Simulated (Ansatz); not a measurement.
KPH2O4:
```
CELL_PARAMETERS angstrom
      0.00000     5.30089     3.46119
      5.25942     0.00000     3.46119
      5.25942     5.30089     0.00000
ATOMIC_POSITIONS crystal
  K  0.24948 0.24948 0.75052
  K  0.49948 0.49948 0.00052
  H  0.02597 0.73427 0.38864
  H  0.73427 0.02597 0.85111
  H  0.39889 0.86136 0.51573
  H  0.86136 0.39889 0.22403
  P  0.76259 0.76259 0.23741
  P  0.01259 0.01259 0.48741
  O  0.21876 0.04755 0.51530
  O  0.04755 0.21876 0.21838
  O  0.03162 0.73470 0.20245
  O  0.73470 0.03162 0.03124
  O  0.72962 0.02484 0.70822
  O  0.02484 0.72962 0.53732
  O  0.71268 0.54178 0.22516
  O  0.54178 0.71268 0.52038
```

Relaxed with PBEsol. Independent-particle spectrum: no excitons, no local fields, no scissors shift; 0.1 eV broadening; ε₁ of the summed bands alone.

Q: Tabulate the dielectric function from PBEsol (plane waves, PAW; program Ansatz).

A: 

| E (eV) | ε₁ xx | ε₂ xx | ε₁ yy | ε₂ yy | ε₁ zz | ε₂ zz |
|---|---|---|---|---|---|---|
| 0.0 | 2.46 | 0.00 | 2.52 | 0.00 | 2.31 | 0.00 |
| 0.5 | 2.46 | 0.00 | 2.53 | 0.00 | 2.32 | 0.00 |
| 1.0 | 2.47 | 0.00 | 2.54 | 0.00 | 2.32 | 0.00 |
| 1.5 | 2.48 | 0.00 | 2.55 | 0.00 | 2.34 | 0.00 |
| 2.0 | 2.50 | 0.00 | 2.57 | 0.00 | 2.35 | 0.00 |
| 2.5 | 2.53 | 0.00 | 2.60 | 0.00 | 2.38 | 0.00 |
| 3.0 | 2.56 | 0.00 | 2.64 | 0.00 | 2.41 | 0.00 |
| 3.5 | 2.60 | 0.00 | 2.68 | 0.00 | 2.45 | 0.00 |
| 4.0 | 2.66 | 0.00 | 2.74 | 0.00 | 2.50 | 0.00 |
| 4.5 | 2.73 | 0.00 | 2.82 | 0.00 | 2.56 | 0.00 |
| 5.0 | 2.82 | 0.00 | 2.91 | 0.00 | 2.64 | 0.00 |
| 5.5 | 2.94 | 0.00 | 3.04 | 0.00 | 2.75 | 0.00 |
| 6.0 | 3.15 | 0.03 | 3.22 | 0.00 | 2.90 | 0.00 |
| 6.5 | 3.30 | 0.15 | 3.49 | 0.02 | 3.14 | 0.07 |
| 7.0 | 3.61 | 0.23 | 4.03 | 0.27 | 3.45 | 0.17 |
| 7.5 | 3.77 | 0.64 | 4.16 | 0.70 | 3.76 | 0.59 |
| 8.0 | 3.97 | 0.92 | 4.59 | 1.11 | 4.18 | 1.25 |
| 8.5 | 4.12 | 1.68 | 4.98 | 2.46 | 3.42 | 1.89 |
| 9.0 | 3.84 | 2.41 | 3.19 | 2.94 | 3.32 | 1.89 |
| 9.5 | 3.49 | 2.48 | 2.24 | 3.43 | 2.62 | 2.71 |
| 10.0 | 2.55 | 2.16 | 2.57 | 2.98 | 2.50 | 2.13 |
| 10.5 | 2.49 | 2.58 | 1.87 | 2.75 | 1.82 | 2.02 |
| 11.0 | 2.18 | 2.80 | 1.42 | 2.57 | 2.36 | 2.16 |
| 11.5 | 1.75 | 2.25 | 1.83 | 2.01 | 1.68 | 2.10 |
| 12.0 | 1.53 | 2.05 | 1.36 | 2.08 | 1.90 | 2.12 |

With all bands, ε∞ without local fields is 2.59 (xx), 2.66 (yy), 2.47 (zz). DFPT, with local fields, gives 2.39 (xx), 2.43 (yy), 2.27 (zz).

Space group Fdd2. The workflow started from a Materials Project entry (that database holds measured and hypothetical structures alike); the Crystallography Open Database files this formula in space group No. 43, but the cells were not matched. Its standing as an ambient phase is unchecked. The cell was relaxed with PBEsol under the symmetry of its start; whether a distortion lowers the energy is not shown.

Potentials: the earlier of the program's two PAW sets. The files were generated under PBE; for other functionals the program regenerates the frozen cores, and for LDA and PBEsol the local potential too.
